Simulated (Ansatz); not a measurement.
Values for one crystal, relaxed and computed with r²SCAN (plane waves, PAW; program Ansatz); other levels are named.

- Volume per atom = 15.19 Å³
- Electronic character = metallic (no gap)
- Pressure derivative B′ = 5.0
- Density of states at the Fermi level = 0.69 states/eV per atom (mean over ±0.08 eV)
- Highest zone-centre frequency = 182 cm^-1
- Zone-centre stability = no imaginary mode at Γ
- Bulk modulus (Birch–Murnaghan fit) = 307 GPa

Problem. Pick the material that matches.
(A) Pt3W, I4/mmm (Pt on 4d, Pt on 2b, W on 2a)
(B) Pt3Pb, Cu3Au type
(C) BiPt, NiAs type
(D) Co3W, P6_3/mmc (Co on 6h, W on 2c)

Solution. A, Pt3W, I4/mmm (Pt on 4d, Pt on 2b, W on 2a)

The first step of the workflow began from a Materials Project structure, measured or hypothetical; the Crystallography Open Database copy checked does not list it. Whether it is the stable phase at ambient conditions was not checked. Symmetry was held in the r²SCAN relaxation. The run is not spin-polarised. As this level gives no gap, phonon frequencies hold no LO–TO term and depend on the k-mesh and smearing (Fermi–Dirac, 0.1 eV here). Scalar-relativistic: spin–orbit coupling is off unless named, which matters more the heavier the elements.

Potentials: the later of the program's two PAW sets.
